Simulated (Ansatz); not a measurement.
Data:

PbS:
```cif
data_Pb2S2
_chemical_formula_sum 'Pb2 S2'
_space_group_name_H-M_alt 'P 1'
_space_group_IT_number 1
_cell_length_a 4.98797
_cell_length_b 4.98797
_cell_length_c 3.90083
_cell_angle_alpha 90.000
_cell_angle_beta 90.000
_cell_angle_gamma 90.000
loop_
_space_group_symop_operation_xyz
  'x, y, z'
loop_
_atom_site_label
_atom_site_type_symbol
_atom_site_fract_x
_atom_site_fract_y
_atom_site_fract_z
_atom_site_occupancy
Pb1 Pb 0.50000 0.00000 0.33029 1
Pb2 Pb 0.00000 0.50000 0.66971 1
S1 S 0.00000 0.00000 0.00000 1
S2 S 0.50000 0.50000 0.00000 1
```

This is the LDA-relaxed structure.

Task: All from plane-wave PAW LDA (Ansatz code), unless another level is named. Give the highest zone-centre frequency (without LO–TO term).

Result: 167 cm^-1.

Task: Give the bulk modulus (Birch–Murnaghan fit).

Result: 33.8 GPa.

Space group P4/nmm. The cell is a constructed one: a structure type filled with these elements; neither database checked (COD, Materials Project) lists it. It is not the phase usual at ambient conditions (space group No. 225). Symmetry was held in the LDA relaxation. At this level the phase is mechanically unstable. A crystal of weakly bound layers computed without a dispersion correction: the cell and the soft elastic constants depend strongly on that. Spin–orbit coupling is left out wherever it is not named.

Potentials: the later of the program's two PAW sets.
